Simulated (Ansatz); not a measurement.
SrVO₃ (cubic perovskite)

```
CELL_PARAMETERS angstrom
      3.85762     0.00000     0.00000
      0.00000     3.85762     0.00000
      0.00000     0.00000     3.85762
ATOMIC_POSITIONS crystal
  Sr 0.00000 0.00000 0.00000
  V  0.50000 0.50000 0.50000
  O  0.00000 0.50000 0.50000
  O  0.50000 0.50000 0.00000
  O  0.50000 0.00000 0.50000
```

This relaxed cell (volume V₀) is scaled evenly in all directions, its shape held. Symmetry pins the atoms to their sites.

Method: PBE (plane waves to 420 eV, PAW, scalar-relativistic; Ansatz, a quantum-chemistry and plane-wave program). k mesh 12×12×12 (Γ-centred), Fermi-Dirac smearing 0.05 eV. Compression counts positive. SrVO3 is run without spin polarisation and with no Hubbard U. SrVO3 was relaxed with its symmetry unable to fall.

At one point of the scan the stress tensor (GPa) is:

```
   12.9      0.0      0.0
    0.0     12.9      0.0
    0.0      0.0     12.9
```

Task: Which point is it?
A) V/V₀ = 0.980
B) V/V₀ = 0.920
C) V/V₀ = 0.900
D) V/V₀ = 0.940

Result: D, V/V₀ = 0.940

(Under strain, the slope of the energy per volume gives the stress and its curvature an elastic modulus.)
